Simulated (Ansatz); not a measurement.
This cell of Sr (fcc, Cu type) is off equilibrium:

```
CELL_PARAMETERS angstrom
      0.00000     2.97371     2.97371
      2.97371     0.00000     2.97371
      2.97371     2.97371     0.00000
ATOMIC_POSITIONS crystal
  Sr 0.00000 0.00000 0.00000
```

Calculation: PBE (plane waves to 420 eV, PAW, scalar-relativistic; Ansatz, a first-principles code). k mesh 13×13×13 (Γ-centred), Fermi-Dirac smearing 0.05 eV. Energies are smeared free energies. Stress and pressure are positive under compression. Sr was relaxed with its symmetry unable to fall. The PAW data are Ansatz's earlier set.

Question: Give the stress tensor in GPa and the pressure.

Answer: 
```
    0.5      0.0      0.0
    0.0      0.5      0.0
    0.0      0.0      0.5
```
The pressure, a third of the trace, is 0.5 GPa.

Question: It is the relaxed cell scaled evenly to V/V₀ = 0.960, atoms relaxed where free. What is its energy relative to the relaxed cell?

Answer: 3 meV/atom.

(Under strain, the slope of the energy per volume gives the stress and its curvature an elastic modulus.)
